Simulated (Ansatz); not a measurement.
Here is the system:

GaN:
```cif
data_GaN
_chemical_formula_sum 'Ga1 N1'
_space_group_name_H-M_alt 'P-6m2'
_space_group_IT_number 187
_space_group_name_Hall 'P -6 2'
_cell_length_a 2.94047
_cell_length_b 2.94047
_cell_length_c 2.65452
_cell_angle_alpha 90.000
_cell_angle_beta 90.000
_cell_angle_gamma 120.000
loop_
_atom_site_label
_atom_site_type_symbol
_atom_site_symmetry_multiplicity
_atom_site_Wyckoff_symbol
_atom_site_fract_x
_atom_site_fract_y
_atom_site_fract_z
_atom_site_occupancy
Ga1 Ga 1 a 0.00000 0.00000 0.00000 1
N1 N 1 f 0.66667 0.33333 0.50000 1
```

This is the PBEsol-relaxed structure.

Task: All from DFT-PBEsol in the program Ansatz with PAW potentials, unless another level is named. Predict the electronic character.

Result: metallic (no gap).

Task: And the density of states at the Fermi level?

Result: 0.26 states/eV per atom (mean over ±0.08 eV).

Task: Give the formation energy from the elements (no fitted shifts).

Result: 341 meV/atom.

Task: Next, the gap with spin–orbit coupling?

Result: none (metallic).

The cell is a constructed one: a structure type filled with these elements; neither database checked (COD, Materials Project) lists it. It is not the phase usual at ambient conditions (space group No. 186, 216). The PBEsol relaxation kept the symmetry of its start. At this level the phase is dynamically unstable (imaginary phonons). The references are the lowest solids computed at this level, not always the standard phases (solids in place of the gases). Scalar-relativistic: spin–orbit coupling is off unless named, which matters more the heavier the elements.

Potentials: the earlier of the program's two PAW sets. The files were generated under PBE; for other functionals the program regenerates the frozen cores, and for LDA and PBEsol the local potential too.
